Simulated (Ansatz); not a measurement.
Cd (hcp, Mg type)

```yaml
crystal:
  lattice:
    - [3.01606, 0.00000, 0.00000]
    - [-1.50803, 2.61198, 0.00000]
    - [0.00000, 0.00000, 5.81912]
  atoms:
    - { symbol: Cd, position: [0.33333, 0.66667, 0.75000] }
    - { symbol: Cd, position: [0.66667, 0.33333, 0.25000] }
```

The slice is a (1 -1 0 0) plane (indices of the conventional cell) through the point (0.333, 0.667, 0.750) (fractional), spanned by u = [110] and v = [001] in vectors of this cell: u (3.02 Å) and v (5.82 Å, at 90° to u). It covers one period; positions are fractions (u, v).

Level of theory: PBE (plane waves to 420 eV, PAW, scalar-relativistic; Ansatz, a quantum-chemistry and plane-wave program). k mesh 18×18×8. Near the nuclei the fields are pseudised (PAW); where an atom keeps semicore shells as valence, they peak there. Cd was relaxed with its symmetry unable to fall. The relaxed volume of Cd is well above the measured one; the method has no dispersion term.

**Question.** What is the ELF at the midpoint of the shortest Cd–Cd line in this plane (3.02 Å)?

**Answer.** 0.2.

**Question.** What is the valence density on the shortest Cd–Cd line in this plane (3.02 Å), at its midpoint?

**Answer.** 0.19 e/Å³.

**Question.** Predict the map of the valence electron density on the slice.

**Answer.** 
```
|99876421111246789|
|98865321111235688|
|77654321111234567|
|65543210000123455|
|44322100000012234|
|22211000000001122|
|11100000000000011|
|00000000000000000|
|00000000000000000|
|00000000000000000|
|00000011111100000|
|00001112222111000|
|00011122332211100|
|00111233333321110|
|11112234444322111|
|11112234444322111|
|11112234444322111|
|00111233333321110|
|00011122332211100|
|00001112222111000|
|00000011111100000|
|00000000000000000|
|00000000000000000|
|00000000000000000|
|11100000000000011|
|22211000000001122|
|44322100000012234|
|65543210000123455|
|77654321111234567|
|98865321111235688|
|99876421111246789|
|99976421111246799|
```
Scale: ten equal steps from -1.09 (start of '0') to 1.42 (end of '9'), in the order '0123456789'. Values: log₁₀ of the valence density in e/Å³. The map has 17 points along u (one character each, u = 0 at the left) and 32 along v (v = 0 in the bottom row). The scale is logarithmic, as a density can span decades between atoms and voids.
